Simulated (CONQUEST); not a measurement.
A self-consistent single point of GaSb (I-4m2, 8 atoms in the cell; from Materials Project mp-1156, changed as shown).

```
CELL_PARAMETERS angstrom
      6.13721     0.00000     0.00000
      0.00000     6.13721     0.00000
      0.00000     0.00000     6.19858
ATOMIC_POSITIONS crystal
  Ga 0.00000 0.00000 0.00000
  Ga 0.00000 0.50000 0.50000
  Ga 0.50000 0.00000 0.50000
  Ga 0.50000 0.50000 0.00000
  Sb 0.25000 0.25000 0.25000
  Sb 0.25000 0.75000 0.75000
  Sb 0.75000 0.25000 0.75000
  Sb 0.75000 0.75000 0.25000
```

Computed with LDA (PW92), numerical atomic orbitals double-zeta with polarisation (the shipped basis), PseudoDojo norm-conserving potentials made for LDA (CONQUEST).

CONQUEST settings:

* **basis**: DZP
* **Diag.MPMeshX, Y, Z**: 3 3 3
* **potentials**: PseudoDojo norm-conserving LDA
* **Grid.GridCutoff**: 175 Ha
* **DM.SolutionMethod**: diagon
* **Diag.MPShiftX**: 0.16666667
* **Diag.MPShiftY**: 0.16666667
* **Diag.MPShiftZ**: 0.16666667
* **Diag.kT**: 0.003675 Ha
* **minE.SCTolerance**: 1.0e-06
* **SC.MaxIters**: 100
* **SC.LinearMixingFactor**: 0.3
* **SC.KerkerPreCondition**: true
* **SC.KerkerFactor**: 0.1 1/bohr
* **AtomMove.TypeOfRun**: static

Results:

```
Quantity                                                  Result
------------------------------------------------  --------------
Number of valence electrons                                  112
Number of bands                                              144
Number of k-points after the program's reduction              23
Size of the basis                                            144
Number of SCF iterations                                       7
FFT grid                                            72 × 72 × 72
Free energy E − TS                                -18187.1068 eV
Pressure                                               -2.51 GPa
```

Stress (GPa, positive for compression):
```
-2.35   0.00   0.00
 0.00  -2.35   0.00
 0.00   0.00  -2.83
```

For comparison: a first run was changed to give this one (lattice vector c scaled by 1.01), and from it to this one the free energy rises by 4.3 meV/atom and the pressure goes from -2.04 to -2.51 GPa.

Spin-orbit coupling is left out, which matters for bands and gaps with elements this heavy. The program uses no crystal symmetry, so grid and mesh can part values that symmetry would make equal. The atom-centred basis is finite, which shifts total energies and pressures against plane waves. The structure comes from a collection of computed structures, made at another level of theory; the collection holds predicted forms beside known ones.

Cost on one core: about 90 core-seconds (a rough figure).
